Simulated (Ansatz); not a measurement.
ZnS:
```
ZnS
1.0
    0.00000     2.64841     2.64841
    2.64841     0.00000     2.64841
    2.64841     2.64841     0.00000
Zn S
1 1
Direct
  0.00000   0.00000   0.00000
  0.75000   0.75000   0.75000
```

Relaxed with LDA.

Question: Give the optical modes at the zone centre with their infrared and Raman activity from DFPT, LDA (plane waves, PAW; program Ansatz).

Answer: Transverse frequencies, without the LO–TO term; a row sums one degenerate level.

| ω (cm⁻¹) | degeneracy | IR ((D/Å)²/amu) | Raman (Å⁴/amu) | activity | symmetry |
|---|---|---|---|---|---|
| 291 | 3 | 11.59 | 1.7 | IR+Raman | T2 |

Question: How high does the top mode go among those that the LO–TO term moves?

Answer: 347 cm⁻¹ for q along x.

Space group F-43m (zinc blende). Symmetry was held in the LDA relaxation; phonons on a q-mesh show no instability.

Potentials: the earlier of the program's two PAW sets.
